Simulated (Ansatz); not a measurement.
# Moment against volume in GdSi2 (P6/mmm)

The reference geometry is a structure from the Materials Project; nothing is relaxed.

Functional, mesh and filling: LDA, 8×8×7 k mesh, Fermi–Dirac smearing of 0.05 eV. PAW means Ansatz 0.2.0 on its default frozen-core files; LAPW is all-electron LAPW in Ansatz 0.2.0. Site moments are integrated in spheres about the atoms, whose radii differ between the methods.

The first input and its command:

```yaml
crystal:
  lattice:
    - [4.0593057695, 0.0, 0.0]
    - [-2.0296528848, 3.5154619181, 0.0]
    - [0.0, 0.0, 4.07149625]
  atoms:
    - { symbol: Gd, position: [0.0, 0.0, 0.0], spin: 7.0 }
    - { symbol: Si, position: [0.6666666667, 0.3333333333, 0.5] }
    - { symbol: Si, position: [0.3333333333, 0.6666666667, 0.5] }
magnetization:
  spin_polarized: true
kpoints:
  mp_grid: { grid: [8, 8, 7] }
scf:
  occupations: { method: fermi_dirac, width: 0.05 }
hamiltonian:
  xc: lda
  pseudopotentials: { kind: paw }
output:
  forces: true
  stress: true
  eigenvalues: true
  populations: true
  write_density: true
  write_potential: true
  elf: true
  volumetric_format: npy
```

Command: `ansatz run input.yaml --threads 2 --pin off --max-ram 6144MiB --backend cpu --events-out ev --progress --plain --runs-dir out`

The input for «volume scaled by 0.95» by LAPW differs from it in these lines, output keys apart:

```diff
-    - [4.0593057695, 0.0, 0.0]
-    - [-2.0296528848, 3.5154619181, 0.0]
-    - [0.0, 0.0, 4.07149625]
+    - [3.9904906827, 0.0, 0.0]
+    - [-1.9952453414, 3.4558663048, 0.0]
+    - [0.0, 0.0, 4.002474505]
-  pseudopotentials: { kind: paw }
+  pseudopotentials: { kind: all_electron, lapw: { basis_error: 0.001 } }
```

The cell shown is scaled evenly to other volumes, and every spin-polarised run starts from the same moments.

The search for lower states is left at its default.

```tsv
V/V₀	Å³/atom	M PAW (μB/cell)	M LAPW (μB/cell)	largest site moment, PAW (μB)	P PAW (GPa)	P LAPW (GPa)	F − F(unpolarised), PAW (meV/atom)
0.72	13.94	6.53	–	6.68	49.8	–	-2028
0.8	15.49	6.58	–	6.74	24.0	–	-2101
0.85	16.46	6.59	–	6.77	13.1	–	-2136
0.9	17.43	6.62	6.61	6.79	5.3	5.2	-2166
0.95	18.40	6.63	6.63	6.80	-0.5	-0.6	?
1	19.37	6.64	6.64	6.81	-4.8	-4.8	?
1.05	20.34	6.67	6.66	6.82	-7.9	-7.9	?
1.1	21.30	6.68	–	6.82	-10.2	–	-2247
1.18	22.85	6.73	–	6.83	-12.6	–	-2265
```

Question: Give the missing entry: row "1", column "F − F(unpolarised), PAW (meV/atom)".

Answer: -2213.

Question: Give the missing entry: row "1.05", column "F − F(unpolarised), PAW (meV/atom)".

Answer: -2232.

Question: What belongs in the row "0.95", column "F − F(unpolarised), PAW (meV/atom)"?

Answer: -2191.

The moments survive down to the smallest volume, V/V₀ = 0.72 at 50 GPa, where the largest is 6.68 μB.

Question: Fit a third-order Birch–Murnaghan equation to the PAW pressures of the magnetic runs between 0.85 and 1.11 V₀. What are the zero-pressure volume and bulk modulus?

Answer: V = 18.29 Å³/atom (0.945 V₀), B = 96 GPa, B′ = 4.9, with a worst miss of 0.01 GPa. Cell shape and inner coordinates are held, so these aren't the relaxed crystal's values unless symmetry fixes them.

The PAW files were made with PBE; the program remakes their cores once for the run's functional and then keeps them frozen. Without U a semilocal functional puts the f levels too near the Fermi level, which can change moments and the order of magnetic states; site and cell moments are spin moments. Under strong compression frozen cores are worth checking against an all-electron run. Spin–orbit coupling is left out although heavy atoms are present. With open f shells a run can end in a state that isn't the lowest. These are results for the start and cell typed. The real compound can order otherwise, in a larger cell, or not at all, since semilocal functionals at zero temperature often overstate magnetism.
